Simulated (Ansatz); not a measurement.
**Quasiparticle levels of BN (P6_3/mmc)**

Computed with G0W0@PBE, plasmon-pole screening, soft PAW set, first generation (Ansatz 0.2.0-dev).

Input:

```yaml
crystal:
  lattice:
    - [2.504, 0.0, 0.0]
    - [-1.252, 2.168527611076, 0.0]
    - [0.0, 0.0, 6.661]
  atoms:
    - { symbol: B, position: [0.333333333333, 0.666666666667, 0.25] }
    - { symbol: B, position: [0.666666666667, 0.333333333333, 0.75] }
    - { symbol: "N", position: [0.666666666667, 0.333333333333, 0.25] }
    - { symbol: "N", position: [0.333333333333, 0.666666666667, 0.75] }
kpoints:
  mp_grid: { grid: [3, 3, 2], shift: [0, 0, 0] }
hamiltonian:
  xc: pbe
  pseudopotentials: { kind: paw }
scf:
  occupations: { method: fixed }
  convergence: { dr2_threshold: "1e-9 eV" }
  lower_state_search: "off"
output:
  forces: false
  stress: false
gw:
  n_empty_bands: 1375
  ecut_chi: 444.7
  qp_bands: [v1, c1]
  qp_kpoints: [[0, 0, 0], [0.333333333333, 0.333333333333, 0]]
  ecutfock_ratio: 2
basis:
  ecutwfc: 667
```

The input is rewritten from the run's settings (development build, wave cutoff 667 eV).

Linearised quasiparticle energies, zero at the top filled Kohn-Sham level among these points. VB is the top filled band, CB the lowest empty one.

```tsv
k	band	ε_KS (eV)	Σx − Vxc (eV)	Σc (eV)	Z	ε_QP (eV)
Γ	VB	-1.21	-3.83	2.68	0.81	-2.14
Γ	CB	5.28	4.18	-3.84	0.86	5.57
K	VB	0.00	-2.75	2.02	0.80	-0.59
K	CB	4.90	5.78	-4.49	0.83	5.96
```

The gap (direct at K) opens from 4.90 eV to 6.55 eV.

Soft PAW datasets can miss an all-electron G0W0 gap by more than 5 %. G0W0 moves a band edge: among the points solved the smallest quasiparticle gap is 6.16 eV, from K to Γ. The mesh is coarse, so these are values at the stated settings, not converged ones. Band sums or response are cut, so the gap isn't at its basis limit. The gap is read among the points solved; the crystal's band edges can lie elsewhere. So coarse a mesh can overscreen strongly, which shrinks the G0W0 correction.
